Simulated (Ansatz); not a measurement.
Te:
```xyz
1
Lattice="3.1884 0.0000 0.0000 0.0000 3.1884 0.0000 0.0000 0.0000 3.1884" Properties=species:S:1:pos:R:3 pbc="T T T"
Te     0.0000     0.0000     0.0000
```

Relaxed with r²SCAN. Special points in fractions of this cell's reciprocal vectors: Γ (0.000, 0.000, 0.000); X (0.000, 0.500, 0.000); M (0.500, 0.500, 0.000); R (0.500, 0.500, 0.500).

List the band energies nearest the Fermi level at these points for the program Ansatz at the r²SCAN level (PAW).

In eV from the Fermi level; about four levels below and three above (degenerate sets whole), none deeper than 8.9 eV; … stands for higher levels left out; points with the same levels are listed once.

| k | below | above |
|---|---|---|
| Γ | – | 1.18 1.18 1.18 |
| X | -6.40 | 2.64 2.64 8.27 |
| M | -4.79 -4.79 | 2.34 4.07 11.78 |
| R | -8.47 -3.31 -3.31 -3.31 | … |

Space group Pm-3m (simple cubic). A made-up cell: these elements were put on the sites of a structure type; neither database checked (COD, Materials Project) lists it. It is not the phase usual at ambient conditions (space group No. 152). The r²SCAN relaxation kept the symmetry of its start; its stability against distortions is not shown here. Spin–orbit coupling is left out wherever it is not named.

Potentials: the later of the program's two PAW sets.
